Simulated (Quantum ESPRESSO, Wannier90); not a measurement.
Wannierisation of ZrO$_{2}$ (fluorite)

```xyz
3
Lattice="0.0000 2.5451 2.5451 2.5451 0.0000 2.5451 2.5451 2.5451 0.0000" Properties=species:S:1:pos:R:3 pbc="T T T"
Zr     0.0000     0.0000     0.0000
O      1.2725     1.2725     1.2725
O     -1.2725    -1.2725    -1.2725
```

Structure: Materials Project mp-1565, symmetrised, not relaxed again. COD (Crystallography Open Database) records the formula in this space group. Ideal cubic forms of this type are often high-temperature phases that distort on cooling; symmetry holds the cell here, and its stability was not tested. Level: PBEsol, spinors with spin-orbit coupling; pw.x of Quantum ESPRESSO at 68 Ry with PseudoDojo potentials, 8×8×8 k-points, Wannier90. Density: 10×10×10 mesh, cold smearing 0.01 Ry.

Base run: 22 functions from bands 13-54 of the 54 computed, start hydrogen-like Zr: d; O: p, centres 0.05 Å off the atoms, frozen window up to 4.79 eV relative to the valence-band maximum, outer window open. Rows change the key named; with other orbitals the number of functions and the frozen window follow, as listed; window edges are relative to the valence-band maximum. The misfit compares interpolated bands with pw.x on a high-symmetry path, for states up to 4.3 eV relative to the valence-band maximum. Converged means that the tolerances were met: symmetric starts can stop on a saddle, which shows as a larger Ω_OD at equal Ω_I and can move the misfit too.

Rows with other orbitals or bands describe another subspace, so their Ω_I can't be set against the base's. Runs that didn't settle are not listed.

```
setting                                                           orbitals  bands  functions  frozen to (eV)  Ω_I (Å²)  Ω_D (Å²)  Ω_OD (Å²)  rms misfit (meV)  worst (meV)            ended
------------------------------------------------------  ------------------  -----  ---------  --------------  --------  --------  ---------  ----------------  -----------  ---------------
base                                                             Zr d, O p  13-54         22            4.79     21.12      0.00       0.37               0.3          1.0        converged
num_iter = 0 (projection only), orbitals on the atoms            Zr d, O p  13-54         22            4.79     21.12      0.00       0.40               0.3          0.9  no minimisation
start: the same orbitals exactly on the atoms                    Zr d, O p  13-54         22            4.79     21.12      0.00       0.37               0.2          0.9        converged
atomic waves with projectability windows 0.01 and 0.95  Zr 4d, Zr 5s, O 2p  13-54         24            4.79     26.23      0.01       0.73               0.4          2.1        converged
```
